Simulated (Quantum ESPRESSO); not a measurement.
BeTe is taken in the hexagonal space group P6₃mc (No. 186), the wurtzite structure, Pearson symbol hP4. Cell: a = 3.951 Å, b = 3.951 Å, c = 6.518 Å, α = 90.00°, β = 90.00°, γ = 120.00°. Be on 2b is coordinated by 4 Te at 2.425–2.436 Å (tetrahedral). Te on 2b has 4 Be at 2.425–2.436 Å (tetrahedral). (Neighbours: up to the widest gap in distance over summed covalent radii, below 1.35, at either atom.)

Cell and atoms were relaxed with PBEsol from Materials Project entry mp-1183441, within its symmetry.

**Question.** What does PBEsol (Quantum ESPRESSO, PseudoDojo norm-conserving, 88 Ry, with spin-orbit coupling) give for the electronic structure near the Fermi level?

**Answer.** The PBEsol gap is indirect, 1.80 eV, from Γ to M; the smallest direct gap is 2.44 eV. 

This is not the ordinary phase of the substance; no match was found in the copy of COD used, and its stability was not checked.
